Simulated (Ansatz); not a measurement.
Level: PBE, no spin polarisation; 420 eV; 8×8×8 Γ-centred mesh; fermi-dirac occupations (width 0.1 eV); Ansatz 0.2.0, fixed geometry.

Computed maps in the lattice plane spanned by a (left to right, 4.90 Å, 15 points from zero) and b (bottom to top, 6.46 Å, 20 points from zero), 68° apart, at height 0.750 along c. The fields are smooth PAW ones with compensation charges, not the true ones near nuclei.

Valence density. Digits on a logarithmic scale: 0 up to 0.03 e/Å³, each further digit a factor of 1.6, 9 from 1.3 e/Å³ up:
```
333334556554333
665433344443334
899743233333236
999974222222247
999995222222236
999997321111125
699997321111113
357875311111111
124443211111111
122332211110111
123333322110011
233444433211111
234566654321111
245688876432111
245799998643212
245799999754222
235799999964322
234589999965322
223468999865322
222346788764322
```

Task: The cell is CaBi. Which atoms lie within 0.2 Å of this plane, and where (fractions of a and b)?

Result: Bi at (0.42, 0.16), Ca at (0.13, 0.74). The whole cell:
```
CELL_PARAMETERS angstrom
4.90282 0.00000 0.00000
2.45141 -5.97464 0.00000
0.00000 0.00000 -4.54131
ATOMIC_POSITIONS crystal
Bi 0.42200 0.15600 0.75000
Bi 0.57800 0.84400 0.25000
Ca 0.13200 0.73600 0.75000
Ca 0.86800 0.26400 0.25000
```

Origin: a known structure type with other elements, at an estimated volume, so it need not be a known compound. Caveats: atoms or cell far from equilibrium.
